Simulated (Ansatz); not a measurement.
**Property card for Pb**

The calculation used DFT PBE+D3(BJ), scalar-relativistic, plane waves, PAW in Ansatz 0.2.0.

Cutoff 420 eV; k points 14×14×14 on the computed 1-atom cell (Γ-centred); Gaussian smearing, width 0.10 eV; no spin polarisation.

The structure is relaxed at this level of theory with its symmetry kept.

Space group Fm-3m (No. 225). a = 4.959 Å, b = 4.959 Å, c = 4.959 Å, α = 90.00°, β = 90.00°, γ = 90.00°
| atom | site | symmetry | x | y | z |
| --- | --- | --- | --- | --- | --- |
| Pb | 4a | m-3m | 0.0000 | 0.0000 | 0.0000 |

Density of states at the Fermi level?

0.51 states/eV per cell.

Löwdin character within 0.5 eV of the Fermi level?

Pb 6p 86 %, Pb 6s 11 %.

Bulk modulus?

45 GPa.

Its pressure derivative?

5.3.

Bader charges (e)?

Pb (1 in the cell) 0.00.

Spin-orbit coupling is left out, which matters for the bands of heavy elements.

Cost: 9 runs of about 0.48 core-minutes in all, on Arm Neoverse V1 (shared hosts).